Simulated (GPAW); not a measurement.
BiS and the effect of the functional

The structure is trigonal, space group R-3m (No. 166). The conventional cell has a = 4.219 Å, b = 4.219 Å, c = 10.501 Å, α = 90.00°, β = 90.00°, γ = 120.00°. Bi (site symmetry -3m) is surrounded by 6 S at 3.00 Å. Around S (site symmetry -3m) lie 6 Bi at 3.00 Å.

The cell comes from a database or a generator and needn't be the form met in nature.

Kept alike: task single point; k mesh 8 × 8 × 8; occupations fermi-dirac, width 0.05 eV; no spin polarisation. Program: GPAW, potentials by row: PAW data sets generated for this functional (AM05, PBEsol, PW91); the program's PAW data sets (release 1.2.1) made for this functional (LDA, revPBE); GPAW PAW data sets (gpaw-data 1.2.1) (PBE, r2SCAN on files made for PBE), cutoff 600 eV. The mesh is that of the run's cell of 2 atoms. No spin-orbit coupling.

| functional | pressure (GPa) |
| --- | --- |
| AM05 | -3.95 |
| LDA | -5.66 |
| PBE | -1.44 |
| PBEsol | -4.30 |
| PW91 | -1.51 |
| r2SCAN | -2.29 |
| revPBE | -0.28 |

Pressure is positive in compression; the values hold the error of the finite cutoff, so their zero can differ a little from the energy's minimum. For a metal such a mesh leaves the last digits unconverged. Runs of this series that gave no sound value for these columns are left out.

Question: What does the functional change here?

Answer: The pressure runs from -5.66 (LDA) to -0.28 GPa (revPBE). From PBE: AM05 -2.51; LDA -4.22; PBEsol -2.86; PW91 -0.07; r2SCAN -0.85; revPBE +1.16.
